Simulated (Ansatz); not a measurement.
TiC (Fm-3m), two-dimensional strain map

The calculation used Ansatz, DFT PBEsol, scalar-relativistic, plane waves, PAW. Cutoff 420 eV, Γ-centred 18×18×18 k-points, Gaussian smearing of 0.15 eV. No spin polarisation. Energies are free energies at this smearing, counted from the undisturbed cell; pressure is positive in compression.

The undisturbed cell (as given, not relaxed at this level; it stands at -6.1 GPa):

```yaml
crystal:
  lattice:
    - [0.00000, 2.16400, 2.16400]
    - [2.16400, 0.00000, 2.16400]
    - [2.16400, 2.16400, 0.00000]
  atoms:
    - { symbol: Ti, position: [0.00000, 0.00000, 0.00000] }
    - { symbol: C, position: [0.50000, 0.50000, 0.50000] }
```

The cell is strained by p along both x and y and by q along z, fractional coordinates fixed. Points are written (p, q).

Energy above the undisturbed cell in meV/atom (a dash: not computed):

| p \ q | -0.030 | -0.015 | 0.000 | 0.015 | 0.030 |
| --- | --- | --- | --- | --- | --- |
| -0.030 | 34.3 | 20.7 | ? | ? | 26.7 |
| -0.015 | ? | -1.0 | -2.4 | 3.4 | 15.3 |
| 0.000 | 4.3 | -2.1 | 0.0 | ? | 24.3 |
| 0.015 | 17.4 | 14.6 | 20.0 | 32.6 | 51.0 |
| 0.030 | 45.9 | 46.4 | 55.2 | 71.0 | 92.7 |

Q: Fill in the withheld energies.

A: (-0.030, 0.000): 15.8; (-0.030, 0.015): 18.1; (-0.015, -0.030): 9.0; (0.000, 0.015): 9.2.